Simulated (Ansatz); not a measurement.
MnSe (zincblende type), DFT, r2SCAN, PAW with Ansatz's default frozen-core files, scalar-relativistic (Ansatz 0.2.0), on 1 thread of Arm Neoverse V1 (shared host).

Command: `ansatz run input.yaml --threads 1 --pin off --max-ram 3072MiB --backend cpu --events-out ev --progress --plain --runs-dir out`

```yaml
crystal:
  lattice:
    - [0.0, 2.9604546284, 2.9604546284]
    - [2.9604546284, 0.0, 2.9604546284]
    - [2.9604546284, 2.9604546284, 0.0]
  atoms:
    - { symbol: Mn, position: [0.0, 0.0, 0.0], spin: 3.0 }
    - { symbol: Se, position: [0.25, 0.25, 0.25] }
magnetization:
  spin_polarized: true
kpoints:
  mp_grid: { grid: [13, 13, 13] }
  band_path:
    path:
      - [0.0, 0.0, 0.0]
      - [-0.5, -0.5, 0.0]
      - [-0.375, -0.375, 0.25]
      - [-0.375, 0.0, 0.375]
      - [0.0, 0.0, 0.0]
      - [0.0, 0.0, 0.5]
      - [-0.5, -0.25, 0.25]
      - [-0.5, -0.5, 0.0]
    npoints: 8
scf:
  occupations: { method: fermi_dirac, width: 0.05 }
hamiltonian:
  xc: r2scan
  pseudopotentials: { kind: paw }
output:
  forces: true
  stress: true
  eigenvalues: true
  populations: true
  dos: { projected: true, de: 0.2, e_range: [-14, 8] }
```

**Question.** How large is the problem that the program sets up?

**Answer.** 84 irreducible k-points, 1363 plane waves at Γ, 21 bands.

**Question.** About how long does it take, and how much memory?

**Answer.** 100 s of wall time for 18 SCF iterations, with a peak of 0.67 GiB. Times on shared machines scatter by tens of per cent.
